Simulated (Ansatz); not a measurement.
P:
```cif
data_P42
_chemical_formula_sum 'P42'
_space_group_name_H-M_alt 'P 1'
_space_group_IT_number 1
_cell_length_a 11.69145
_cell_length_b 7.13419
_cell_length_c 12.35167
_cell_angle_alpha 73.389
_cell_angle_beta 71.036
_cell_angle_gamma 83.484
loop_
_space_group_symop_operation_xyz
  'x, y, z'
loop_
_atom_site_label
_atom_site_type_symbol
_atom_site_fract_x
_atom_site_fract_y
_atom_site_fract_z
_atom_site_occupancy
P1 P 0.32759 0.41212 0.85179 1
P2 P 0.67241 0.58788 0.14821 1
P3 P 0.47415 0.28303 0.72747 1
P4 P 0.52585 0.71697 0.27253 1
P5 P 0.58258 0.15990 0.84972 1
P6 P 0.41742 0.84010 0.15028 1
P7 P 0.72453 0.03369 0.72309 1
P8 P 0.27547 0.96631 0.27691 1
P9 P 0.84171 0.89600 0.83199 1
P10 P 0.15829 0.10400 0.16801 1
P11 P 0.97348 0.75785 0.70367 1
P12 P 0.02652 0.24215 0.29633 1
P13 P 0.07037 0.66599 0.83573 1
P14 P 0.92963 0.33401 0.16427 1
P15 P 0.22478 0.53025 0.72643 1
P16 P 0.77522 0.46975 0.27357 1
P17 P 0.48817 0.79901 0.65405 1
P18 P 0.51183 0.20099 0.34595 1
P19 P 0.58082 0.54203 0.59477 1
P20 P 0.41918 0.45797 0.40523 1
P21 P 0.74022 0.54926 0.65218 1
P22 P 0.25978 0.45074 0.34782 1
P23 P 0.82928 0.29503 0.58916 1
P24 P 0.17072 0.70497 0.41084 1
P25 P 0.00063 0.27375 0.62892 1
P26 P 0.99937 0.72625 0.37108 1
P27 P 0.08269 0.01617 0.56536 1
P28 P 0.91731 0.98383 0.43464 1
P29 P 0.22946 0.04559 0.63425 1
P30 P 0.77054 0.95441 0.36575 1
P31 P 0.33425 0.78838 0.59196 1
P32 P 0.66575 0.21162 0.40804 1
P33 P 0.39667 0.69054 0.84565 1
P34 P 0.60333 0.30946 0.15435 1
P35 P 0.68524 0.40457 0.84352 1
P36 P 0.31476 0.59543 0.15648 1
P37 P 0.95465 0.13566 0.82436 1
P38 P 0.04535 0.86434 0.17564 1
P39 P 0.13050 0.95877 0.82851 1
P40 P 0.86950 0.04123 0.17149 1
P41 P 0.55013 0.61435 0.92032 1
P42 P 0.44987 0.38565 0.07968 1
```

Relaxed with r²SCAN+D4.

Question: Which orbitals make up the states near the band edges in r²SCAN+D4 (plane waves, PAW; program Ansatz)?

Answer: Top 1 eV of the valence band: P 3p 89 %, P 3s 9 %. Bottom 1 eV of the conduction band: P 3p 72 %, P 3s 15 %, outside the projected shells 13 %. Projections are on Löwdin-orthogonalised atomic valence shells; empty p or d shells of many metals are not among them.

Question: Tabulate the density of states.

Answer: States/eV per cell of 42 atoms, in 0.25 eV bins, energy from the valence-band maximum.

```tsv
E (eV)	total	P 3p	P 3s
-7.90	7.44	3.39	3.95
-7.65	18.03	9.12	8.64
-7.40	22.95	12.25	10.35
-7.15	17.33	8.95	8.13
-6.90	12.01	6.76	5.07
-6.65	0.13	0.07	0.05
-6.40	0.00	0.00	0.00
-6.15	0.00	0.00	0.00
-5.90	11.25	10.46	0.56
-5.65	8.77	8.08	0.50
-5.40	21.60	19.78	1.37
-5.15	17.68	16.49	0.80
-4.90	17.48	16.09	1.01
-4.65	17.41	15.96	1.08
-4.40	15.08	13.74	1.03
-4.15	14.66	12.98	1.38
-3.90	15.25	13.00	1.93
-3.65	20.58	16.89	3.25
-3.40	19.91	16.31	3.16
-3.15	19.17	15.96	2.78
-2.90	22.65	19.21	2.96
-2.65	26.71	22.50	3.68
-2.40	31.34	26.11	4.62
-2.15	30.43	25.36	4.47
-1.90	32.12	26.81	4.66
-1.65	27.42	23.58	3.24
-1.40	20.01	17.61	2.00
-1.15	22.40	19.76	2.17
-0.90	25.39	22.54	2.34
-0.65	27.86	24.76	2.55
-0.40	24.49	21.91	2.08
-0.15	14.32	12.80	1.23
0.10	0.01	0.01	0.00
0.35	0.00	0.00	0.00
0.60	0.00	0.00	0.00
0.85	0.00	0.00	0.00
1.10	0.00	0.00	0.00
1.35	0.00	0.00	0.00
1.60	0.00	0.00	0.00
1.85	4.12	3.06	0.63
2.10	22.92	16.28	3.75
2.35	24.81	17.91	3.62
2.60	25.23	18.43	3.35
2.85	24.16	17.14	3.51
3.10	27.53	19.59	3.88
3.35	33.74	24.19	4.18
3.60	31.07	21.80	3.78
3.85	31.94	22.13	3.54
4.10	30.23	20.78	3.09
4.35	30.26	20.65	2.90
```

Space group P-1. The first step of the workflow began from a Materials Project structure, measured or hypothetical; the Crystallography Open Database copy checked does not list it. It is not the phase usual at ambient conditions (space group No. 64). The r²SCAN+D4 relaxation kept the symmetry of its start; its stability against distortions is not shown here.

Potentials: the earlier of the program's two PAW sets. The files were generated under PBE; for other functionals the program regenerates the frozen cores, and for LDA and PBEsol the local potential too.
